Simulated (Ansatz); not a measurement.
Input file for Ansatz (a quantum-chemistry and plane-wave program):

Ansatz 0.2 input:
```yaml
crystal:
  lattice:
    - [4.4508158613, 0.0, 0.0]
    - [-2.2254079306, 3.8545196034, 0.0]
    - [0.0, 0.0, 2.7707272255]
  atoms:
    - { symbol: Ti, position: [0.0, 0.0, 0.0] }
    - { symbol: Ti, position: [0.3333333333, 0.6666666667, 0.5] }
    - { symbol: Ti, position: [0.6666666667, 0.3333333333, 0.5] }
kpoints:
  mp_grid: { grid: [22, 22, 31] }
hamiltonian:
  xc: lda
  pseudopotentials: { kind: paw }
scf:
  occupations: { method: fermi_dirac, width: 0.1 }
elastic: { mode: relaxed_ion, stencil: two_point, amplitude: 0.005, f_tol: 0.0005 }
```

Output (shortened):

```
Pseudopotential: Ti, paw, valence charge 12
Functional definition: SPW92
Crystal: 3 atoms, lattice volume = 47.534 Å³
Basis set: ecut = 420 eV, 939 PW (Γ)
Bands: 22, of which v1, the nominal top of the filled ones, is band 18 counted from 1 (17 counted from 0)
Symmetry: 24 space group operations
Space group: P6/mmm (ITA 191), of the structure as read, at distance tolerance 3.6e-5 Å
k-points: 832 of 15004
SCF 1 converged in 9 iterations: F = -7351.024026 eV  dr2 = 9.32e-14
Crystal: 3 atoms, lattice volume = 47.296 Å³
Symmetry: 8 space group operations
k-points: 2128 of 15004
SCF 2 converged in 9 iterations: F = -7351.023042 eV  dr2 = 7.46e-14
relax step   1: F+E_penalty+E_count = -7351.02304229 eV  Δ(F+E_penalty+E_count) = +0.000e0 eV  max|allowed force component| = 6.221e-3 eV/Å  Δτ_max = 0.0000 Å  (9 SCF iters, accepted)
Crystal: 3 atoms, lattice volume = 47.296 Å³
SCF 3 converged in 6 iterations: F = -7351.023046 eV  dr2 = 9.59e-14
relax step   2: F+E_penalty+E_count = -7351.02304617 eV  Δ(F+E_penalty+E_count) = -3.888e-6 eV  max|allowed force component| = 3.848e-3 eV/Å  Δτ_max = 0.0004 Å  (6 SCF iters, accepted)
Crystal: 3 atoms, lattice volume = 47.296 Å³
SCF 4 converged in 7 iterations: F = -7351.023049 eV  dr2 = 3.82e-14
relax step   3: F+E_penalty+E_count = -7351.02304859 eV  Δ(F+E_penalty+E_count) = -2.418e-6 eV  max|allowed force component| = 1.451e-5 eV/Å  Δτ_max = 0.0006 Å  (7 SCF iters, accepted)
Crystal: 3 atoms, lattice volume = 47.296 Å³
SCF 5 converged in 6 iterations: F = -7351.023049 eV  dr2 = 0.0
Crystal: 3 atoms, lattice volume = 47.772 Å³
SCF 6 converged in 10 iterations: F = -7351.023453 eV  dr2 = 2.09e-14
relax step   1: F+E_penalty+E_count = -7351.02345288 eV  Δ(F+E_penalty+E_count) = +0.000e0 eV  max|allowed force component| = 6.147e-3 eV/Å  Δτ_max = 0.0000 Å  (10 SCF iters, accepted)
Crystal: 3 atoms, lattice volume = 47.772 Å³
SCF 7 converged in 8 iterations: F = -7351.023459 eV  dr2 = 1.33e-15
relax step   2: F+E_penalty+E_count = -7351.02345900 eV  Δ(F+E_penalty+E_count) = -6.126e-6 eV  max|allowed force component| = 5.398e-5 eV/Å  Δτ_max = 0.0010 Å  (8 SCF iters, accepted)
Crystal: 3 atoms, lattice volume = 47.772 Å³
SCF 8 converged in 6 iterations: F = -7351.023459 eV  dr2 = 0.0
Crystal: 3 atoms, lattice volume = 47.296 Å³
SCF 9 converged in 8 iterations: F = -7351.023042 eV  dr2 = 1.22e-14
Crystal: 3 atoms, lattice volume = 47.772 Å³
SCF 10 converged in 6 iterations: F = -7351.023056 eV  dr2 = 1.90e-15
Crystal: 3 atoms, lattice volume = 47.534 Å³
Symmetry: 4 space group operations
k-points: 3928 of 15004
SCF 11 converged in 9 iterations: F = -7351.023832 eV  dr2 = 2.11e-14
relax step   1: F+E_penalty+E_count = -7351.02383244 eV  Δ(F+E_penalty+E_count) = +0.000e0 eV  max|allowed force component| = 1.333e-4 eV/Å  Δτ_max = 0.0000 Å  (9 SCF iters, accepted)
Crystal: 3 atoms, lattice volume = 47.534 Å³
SCF 12 converged in 6 iterations: F = -7351.023832 eV  dr2 = 0.0
Crystal: 3 atoms, lattice volume = 47.534 Å³
SCF 13 converged in 9 iterations: F = -7351.023832 eV  dr2 = 2.12e-14
relax step   1: F+E_penalty+E_count = -7351.02383244 eV  Δ(F+E_penalty+E_count) = +0.000e0 eV  max|allowed force component| = 1.333e-4 eV/Å  Δτ_max = 0.0000 Å  (9 SCF iters, accepted)
Crystal: 3 atoms, lattice volume = 47.534 Å³
SCF 14 converged in 6 iterations: F = -7351.023832 eV  dr2 = 0.0
SCF converged after 9 iterations
Free energy (F): -7351.024026 eV
Harris-Foulkes:  -7351.024026 eV  (|F-HF|=1.82e-12)
Internal energy: -7350.924658 eV  (E = F + TS)
E sigma→0 (E₀):  -7350.974342 eV
Entropy (-TS):   -0.099368 eV (-33.123 meV/atom)
Fermi energy:    14.420197 eV
--- Per-component energies (eV) ---
  E_band       = -419.956111
  E_kinetic    = 823.757286
  E_local      = -2309.165984  (includes V_loc(G=0)·N_el)
  E_nonlocal   = 37.233611
  E_hartree    = 956.418253
  E_xc         = -291.910055
  E_vxc        = -367.451538  (∫ρ·V_xc dr)
  E_paw        = -2998.302442  (= ΣΔE_a)
  E_vpaw       = -517.166270  (= ΣTr[D̂ρ^β])
  E_aug_tail   = 0.000275  (compensation charges beyond the density's cutoff)
  E_ewald      = -3569.933452
  E_core_change = 0.977851  (= ΣΔE_core)
  E_smearing   = -0.099368  (= −TS)
  E_closure    =  0.000000  (closes the sum)
  Σ components = -7351.024026   (vs F -7351.024026, Δ=0.00e0)
--- Forces (eV/Å), atoms counted from 1 ---
  atom   1  Ti     0.00000000     0.00000000     0.00000000
  atom   2  Ti     0.00000000     0.00000000     0.00000000
  atom   3  Ti     0.00000000     0.00000000     0.00000000
  max |Σ_I F_I| component: 5.55e-17 eV/Å
--- Stress (GPa, compression-positive) ---
        0.134415       0.000000       0.000000
        0.000000       0.134415       0.000000
        0.000000       0.000000      -0.001591
  P = ⅓ Tr σ = 0.0891 GPa (0.891 kbar)
--- Band table (eV; the first three rows and the last of 832) ---
  k-point 0: bands = ["-41.6719", "-41.4248", "-41.2076", "-18.3354", "-18.3354", "-18.3098", "-18.3098", "-17.8892", "-17.6542", "-17.5600", "-17.5214", "-17.5214", "8.2817", "12.2587", "13.7497", "13.7497", "13.8539", "13.8539", "14.4455", "15.1718", "15.8086", "15.8086"]
  k-point 1: bands = ["-41.6709", "-41.4243", "-41.2069", "-18.3340", "-18.3340", "-18.3089", "-18.3089", "-17.8947", "-17.6609", "-17.5655", "-17.5216", "-17.5216", "8.3071", "12.2800", "13.7292", "13.7292", "13.8395", "13.8395", "14.4796", "15.1938", "15.7956", "15.7956"]
  k-point 2: bands = ["-41.6677", "-41.4229", "-41.2047", "-18.3299", "-18.3299", "-18.3065", "-18.3065", "-17.9109", "-17.6810", "-17.5819", "-17.5222", "-17.5222", "8.3831", "12.3427", "13.6690", "13.6690", "13.7973", "13.7973", "14.5811", "15.2596", "15.7647", "15.7647"]
  k-point 831: bands = ["-41.5622", "-41.2681", "-41.2542", "-18.5923", "-18.3823", "-18.3573", "-18.1053", "-18.0289", "-18.0166", "-17.9168", "-17.8671", "-17.4508", "11.5582", "12.8401", "13.0433", "13.2323", "13.3361", "13.3854", "14.9513", "15.1647", "15.2838", "15.3371"]
--- Elastic constants: 3 strain directions × 2 members + reference (group order 24) ---
  dense FFT box of the reference and of every strained cell: 30×30×20
  strains applied: 11, 33, 23; error gains …
  C = ∂σ_k/∂η_j (tension-positive GPa; Voigt order 11 22 33 23 13 12):
       208.171    101.348     66.674      0.000      0.000      0.000
       101.348    208.171     66.674      0.000      0.000      0.000
        66.524     66.524    263.411      0.000      0.000      0.000
         0.000      0.000      0.000     52.107      0.000      0.000
         0.000      0.000      0.000      0.000     52.107      0.000
         0.000      0.000      0.000      0.000      0.000     53.411
  reference stress σ⁰ (GPa):     -0.134     -0.134      0.002      0.000      0.000      0.000
  moduli (Voigt/Reuss/Hill, GPa): K = 127.65/127.49/127.57   G = 61.21/57.89/59.55   E = 154.59   ν = 0.298
  mechanically stable: yes (min eigenvalue of sym C = 52.11 GPa)
  strain η (Voigt 11):  stress-route row diagonal C_11 = 208.17 GPa, energy-path curvature d²(F+E_count+ΔE)/dδ²/Ω₀ = 208.16 GPa
         δ    σ_11 (GPa)             F (eV)   n_scf  n_hpsi   n_pw
    -5.000e-3      -1.1877       -7351.0230486       6  631094    947   relax 3 steps, max|allowed force component| 1.45e-5 eV/Å
     5.000e-3       0.8940       -7351.0234590       6  615615    954   relax 2 steps, max|allowed force component| 5.40e-5 eV/Å
  strain η (Voigt 33):  stress-route row diagonal C_33 = 263.41 GPa, energy-path curvature d²(F+E_count+ΔE)/dδ²/Ω₀ = 263.42 GPa
         δ    σ_33 (GPa)             F (eV)   n_scf  n_hpsi   n_pw
    -5.000e-3      -1.3334       -7351.0230422       8  390417    945   relax 0 steps, max|allowed force component| 2.22e-16 eV/Å
     5.000e-3       1.3007       -7351.0230561       6  293363    954   relax 0 steps, max|allowed force component| 1.11e-16 eV/Å
  strain η (Voigt 23):  stress-route row diagonal C_44 = 52.11 GPa, energy-path curvature d²(F+E_count+ΔE)/dδ²/Ω₀ = 52.15 GPa
         δ    σ_23 (GPa)             F (eV)   n_scf  n_hpsi   n_pw
    -5.000e-3      -0.2605       -7351.0238324       6  1148605    949   relax 1 steps, max|allowed force component| 1.33e-4 eV/Å
     5.000e-3       0.2605       -7351.0238324       6  1148924    949   relax 1 steps, max|allowed force component| 1.33e-4 eV/Å
```

Cost: very roughly 19 core-minutes on shared cores.

This is a known high-pressure phase of the composition, computed here at zero pressure and temperature. Symmetry was held in the LDA relaxation; whether a distortion lowers the energy is not shown. No spin polarisation was allowed. As this level gives no gap, shear constants depend on the k-mesh and smearing (Fermi–Dirac, 0.1 eV here). Axis ratios of metals converge slowly with the k-mesh, so a and c are less sure than the volume.

Potentials: the later of the program's two PAW sets.

Ansatz is a plane-wave DFT program.
